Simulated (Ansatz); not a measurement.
Nb2AlC:
```cif
data_C2Al2Nb4
_chemical_formula_sum 'Al2 Nb4 C2'
_space_group_name_H-M_alt 'P 1'
_space_group_IT_number 1
_cell_length_a 3.09047
_cell_length_b 3.09047
_cell_length_c 13.84448
_cell_angle_alpha 90.000
_cell_angle_beta 90.000
_cell_angle_gamma 120.000
loop_
_space_group_symop_operation_xyz
  'x, y, z'
loop_
_atom_site_label
_atom_site_type_symbol
_atom_site_fract_x
_atom_site_fract_y
_atom_site_fract_z
_atom_site_occupancy
Al1 Al 0.33333 0.66667 0.75000 1
Al2 Al 0.66667 0.33333 0.25000 1
Nb1 Nb 0.33333 0.66667 0.08911 1
Nb2 Nb 0.66667 0.33333 0.91089 1
Nb3 Nb 0.66667 0.33333 0.58911 1
Nb4 Nb 0.33333 0.66667 0.41089 1
C1 C 0.00000 0.00000 0.00000 1
C2 C 0.00000 0.00000 0.50000 1
```

Relaxed with PBEsol.

Q: Which orbitals make up the states near the Fermi level in PBEsol in the plane-wave PAW code Ansatz?

A: Within 0.5 eV of the Fermi level: Nb 4d 84 %, Al 3p 8 %. Projections are on Löwdin-orthogonalised atomic valence shells; empty p or d shells of many metals are not among them.

Q: Tabulate the density of states.

A: States/eV per cell of 8 atoms, in 0.25 eV bins, energy from the Fermi level.

| E (eV) | total | Nb 4d | C 2p | Al 3p |
|---|---|---|---|---|
| -7.85 | 0.50 | 0.02 | 0.02 | 0.05 |
| -7.60 | 0.99 | 0.09 | 0.03 | 0.14 |
| -7.35 | 1.10 | 0.15 | 0.03 | 0.23 |
| -7.10 | 1.12 | 0.20 | 0.04 | 0.27 |
| -6.85 | 1.17 | 0.25 | 0.07 | 0.30 |
| -6.60 | 1.31 | 0.33 | 0.13 | 0.31 |
| -6.35 | 1.96 | 0.62 | 0.39 | 0.34 |
| -6.10 | 3.12 | 1.16 | 0.91 | 0.33 |
| -5.85 | 2.81 | 1.10 | 0.92 | 0.22 |
| -5.60 | 3.22 | 1.28 | 1.14 | 0.21 |
| -5.35 | 4.36 | 1.75 | 1.59 | 0.28 |
| -5.10 | 3.70 | 1.61 | 1.21 | 0.26 |
| -4.85 | 5.08 | 2.33 | 1.63 | 0.32 |
| -4.60 | 5.90 | 2.58 | 2.30 | 0.25 |
| -4.35 | 7.84 | 3.34 | 3.52 | 0.28 |
| -4.10 | 5.77 | 2.53 | 2.47 | 0.28 |
| -3.85 | 10.50 | 4.62 | 4.70 | 0.51 |
| -3.60 | 2.17 | 0.65 | 0.59 | 0.36 |
| -3.35 | 1.14 | 0.42 | 0.15 | 0.20 |
| -3.10 | 2.13 | 1.66 | 0.06 | 0.11 |
| -2.85 | 3.29 | 2.57 | 0.07 | 0.37 |
| -2.60 | 4.74 | 3.24 | 0.15 | 0.98 |
| -2.35 | 6.14 | 3.73 | 0.27 | 1.53 |
| -2.10 | 6.05 | 3.34 | 0.30 | 1.81 |
| -1.85 | 6.01 | 3.51 | 0.26 | 1.59 |
| -1.60 | 6.48 | 3.79 | 0.35 | 1.71 |
| -1.35 | 7.30 | 4.47 | 0.35 | 1.75 |
| -1.10 | 3.47 | 2.82 | 0.07 | 0.34 |
| -0.85 | 2.19 | 1.81 | 0.05 | 0.24 |
| -0.60 | 2.39 | 1.94 | 0.09 | 0.27 |
| -0.35 | 2.77 | 2.23 | 0.14 | 0.28 |
| -0.10 | 3.34 | 2.86 | 0.14 | 0.24 |
| 0.15 | 2.90 | 2.49 | 0.13 | 0.19 |
| 0.40 | 2.70 | 2.30 | 0.13 | 0.18 |
| 0.65 | 3.09 | 2.63 | 0.14 | 0.21 |
| 0.90 | 5.65 | 4.66 | 0.29 | 0.36 |
| 1.15 | 5.27 | 4.04 | 0.36 | 0.41 |
| 1.40 | 6.45 | 4.74 | 0.52 | 0.55 |
| 1.65 | 4.71 | 3.62 | 0.37 | 0.30 |
| 1.90 | 5.14 | 3.94 | 0.40 | 0.35 |
| 2.15 | 7.03 | 5.48 | 0.60 | 0.47 |
| 2.40 | 6.11 | 4.77 | 0.51 | 0.48 |
| 2.65 | 5.44 | 4.18 | 0.42 | 0.51 |
| 2.90 | 5.53 | 4.10 | 0.54 | 0.53 |
| 3.15 | 4.70 | 3.22 | 0.60 | 0.59 |
| 3.40 | 3.36 | 2.11 | 0.43 | 0.55 |
| 3.65 | 4.48 | 2.69 | 0.36 | 0.79 |
| 3.90 | 5.07 | 2.88 | 0.42 | 1.00 |
| 4.15 | 4.50 | 2.21 | 0.52 | 0.89 |
| 4.40 | 3.56 | 1.74 | 0.50 | 0.57 |
| 4.65 | 5.81 | 2.90 | 0.81 | 0.87 |

Space group P6_3/mmc. The first step of the workflow began from a Materials Project structure, measured or hypothetical; the Crystallography Open Database copy checked does not list it. Its standing as an ambient phase is unchecked. The PBEsol relaxation kept the symmetry of its start; of distortions, only those at the zone centre were tested. No spin polarisation was allowed. Scalar-relativistic: spin–orbit coupling is off unless named, which matters more the heavier the elements.

Potentials: the later of the program's two PAW sets.
